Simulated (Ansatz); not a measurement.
Values for one crystal, relaxed and computed with DFT-r²SCAN in the program Ansatz with PAW potentials; other levels are named.

| Quantity | Result |
|---|---|
| Volume per atom | 21.70 Å³ |
| Electronic character | metallic (no gap) |
| Formation energy from the elements (no fitted shifts) | -0.40 eV/atom |
| Density of states at the Fermi level | 0.53 states/eV per atom (mean over ±0.08 eV) |

Q: Which of these materials gives this?
(A) NiSb, P6_3/mmc (Ni on 4f, Sb on 2a, Sb on 2d)
(B) Hf2CuSb3, P-4m2 (Sb on 1b, Cu on 1a, Hf on 2g, Sb on 2g)
(C) InSb, NiAs type
(D) MnCuAs, P4/nmm (Mn on 2c, Cu on 2b, As on 2c)

A: B, Hf2CuSb3, P-4m2 (Sb on 1b, Cu on 1a, Hf on 2g, Sb on 2g)

The workflow started from an entry of the Crystallography Open Database (COD). Whether it is the stable phase at ambient conditions was not checked. Symmetry was held in the r²SCAN relaxation; whether a distortion lowers the energy is not shown. The run is not spin-polarised. The references are the lowest solids computed at this level, not always the standard phases. Spin–orbit coupling is left out wherever it is not named.

Potentials: the later of the program's two PAW sets.
